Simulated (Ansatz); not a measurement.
Level of theory: DFT PBE, scalar-relativistic, plane waves, PAW (Ansatz 0.2.0). Settings: cutoff 420 eV, Γ-centred meshes spaced at most about 0.3 Å⁻¹, and about 0.25 Å⁻¹ or finer for metals (2π included), Gaussian smearing. No spin polarisation in the final relaxations.

Temperature and zero-point effects are left out. Lower structures may exist.

Question: Order these relaxed structures of HfB by energy, lowest first, with the energy over the lowest of them.
1.

```
CELL_PARAMETERS angstrom
0.00000 2.41704 2.41704
2.41704 0.00000 2.41704
2.41704 2.41704 0.00000
ATOMIC_POSITIONS crystal
Hf 0.50000 0.50000 0.50000
B 0.00000 0.00000 0.00000
```

2.

```
CELL_PARAMETERS angstrom
3.45512 0.00000 0.00000
-1.72756 2.99223 0.00000
0.00000 0.00000 2.91577
ATOMIC_POSITIONS crystal
Hf 0.00000 0.00000 0.00000
B 0.66667 0.33333 0.50000
```

3.

```
CELL_PARAMETERS angstrom
-1.76338 2.73215 3.07751
1.76338 -2.73215 3.07751
1.76338 2.73215 -3.07751
ATOMIC_POSITIONS crystal
Hf 0.74861 0.24861 0.50000
Hf 0.25139 0.75139 0.50000
B 0.64971 0.50000 0.14971
B 0.35029 0.50000 0.85029
```

4.

```
CELL_PARAMETERS angstrom
2.21965 1.28152 1.58978
-2.21965 1.28152 1.58978
0.00000 -2.56303 1.58978
ATOMIC_POSITIONS crystal
Hf 0.50000 0.50000 0.50000
B 0.00000 0.00000 0.00000
```

Answer: 1 (0 meV/atom), 3 (15 meV/atom), 4 (540 meV/atom), 2 (605 meV/atom). Forms: 1 rock salt type, Fm-3m; 3 Immm; 4 Hf and B ordered on bcc sites, R-3m; 2 tungsten carbide type, P-6m2. Counting B atoms around Hf (those within 1.25 times the shortest such distance or 1.15 times the sum of covalent radii; a plus sign parts nearer from farther groups): cell 1 has Hf 6; cell 3 has Hf 6; cell 4 has Hf 2+6; cell 2 has Hf 6. Cell 3 holds B–B pairs (shortest 1.64 Å) (bonds between like non-metal atoms; other contacts aren't counted).

The k mesh leaves some 4 meV/atom of noise in the energy of each metallic cell. Spin–orbit coupling, which can matter for Hf, is left out. A magnetic state wasn't ruled out in cells without spin, among them Fm-3m, R-3m, P-6m2. The Fm-3m cell at 14.1 Å³/atom was relaxed from a cell as deposited in COD. Cells relaxed within their symmetry can be saddle points; a later kick test found a lower structure for HfB R-3m. Some candidate types were left out of the draw beforehand, so a known form may be missing.
